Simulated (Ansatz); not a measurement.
B$_{6}$As:
```
CELL_PARAMETERS angstrom
      3.06606     1.77019     3.96559
     -3.06606     1.77019     3.96559
      0.00000    -3.54038     3.96559
ATOMIC_POSITIONS crystal
  B  0.01508 0.01508 0.32495
  B  0.98492 0.98492 0.67505
  B  0.32495 0.01508 0.01508
  B  0.67505 0.98492 0.98492
  B  0.01508 0.32495 0.01508
  B  0.98492 0.67505 0.98492
  B  0.82174 0.27274 0.82174
  B  0.17826 0.72726 0.17826
  B  0.82174 0.82174 0.27274
  B  0.17826 0.17826 0.72726
  B  0.27274 0.82174 0.82174
  B  0.72726 0.17826 0.17826
  As 0.60036 0.60036 0.60036
  As 0.39964 0.39964 0.39964
```

Relaxed with r²SCAN.

Problem. Map the valence electron density (e/Å³), cut off at 0.8 on the plane through (0.325, 0.015, 0.015) spanned by u = [1, 0, 0] and v = [-1, 1, 1] in lattice vectors, from the program Ansatz at the r²SCAN level (PAW).

Solution. x is the fraction of u, y of v (the angle between them is 103°; rows are the nearest grid lines); atoms in the plane: B at (0.00, 0.00), B at (0.32, 0.97), B at (0.75, 0.81), B at (0.57, 0.16), As at (0.86, 0.59), As at (0.46, 0.38).
```
|2599999975798642111112357742|
|7899999844786432111124679987|
|7666788767886432222345789987|
|3222234456776655456789998643|
|1100011234567888899844786421|
|1000000123456677899757985321|
|1100000012344555677899986421|
|3210000000111122234689999853|
|9421000000000000123699999999|
|9631000000000000124899999999|
|9631000000000011235999999999|
|5311000001122334567999999995|
|2100000123599999988777775432|
|0000001359999999996432211000|
|0000002379999999985321100000|
|0000012489999999953110000000|
|0000001248999999753211000000|
|1000000123468999865433322211|
|1100000012357999877655444321|
|3210000001246863489988876543|
|4322111112357987798777777664|
|7655443345689997644333456787|
|7777766667899875432222457887|
|2599999975798642111112357742|
```
Scale: ten equal steps from 0.033 (start of '0') to 0.800 (end of '9'), in the order '0123456789'; x runs from 0.000 to 1.00, y from 0.000 (bottom) to 1.00 (top).

The density is the valence pseudo-density with augmentation charge, so density and ELF within about 1 Å of a nucleus are not all-electron values.

Space group R-3m. The first step of the workflow began from a Materials Project structure, measured or hypothetical; the Crystallography Open Database copy checked does not list it. Its standing as an ambient phase is unchecked. Symmetry was held in the r²SCAN relaxation; of distortions, only those at the zone centre were tested.

Potentials: the later of the program's two PAW sets.
